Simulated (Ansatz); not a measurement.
Rough cost of magnetic runs on CrRu (P-6m2) in Ansatz 0.2.0, 2 threads of Arm Neoverse V1, on a shared host.

```
CELL_PARAMETERS angstrom
2.66375 0.00000 0.00000
-1.33187 2.30687 0.00000
0.00000 0.00000 4.21801
ATOMIC_POSITIONS crystal
Cr 0.66667 0.33333 0.00000
Ru 0.33333 0.66667 0.50000
```

| run | functional, mesh | k points solved | bands | iterations | wall time (s) | peak memory (GiB) |
| --- | --- | --- | --- | --- | --- | --- |
| LAPW: parallel moments on spinors | LDA, 12×12×7 | 76 | 56 | 22 | 250 | 0.86 |
| LAPW: start Cr1↑ Ru2↓ on spinors | LDA, 12×12×7 | 76 | 56 | 24 | 290 | 0.86 |
| PAW: parallel moments | LDA, 12×12×7 | 76 | 22 | 23 | 10 | 0.36 |
| PAW: start Cr1↑ Ru2↓ on spinors | LDA, 12×12×7 | 76 | 38 | 26 | 34 | 0.35 |
| PAW: parallel moments on spinors | LDA, 12×12×7 | 76 | 38 | 24 | 30 | 0.35 |

**Question.** Roughly how much dearer is an iteration by LAPW than by PAW among the runs with the first row's mesh and spin treatment (non-collinear)?

**Answer.** About 9 times (medians of wall time over iterations; times from a shared host are rough).
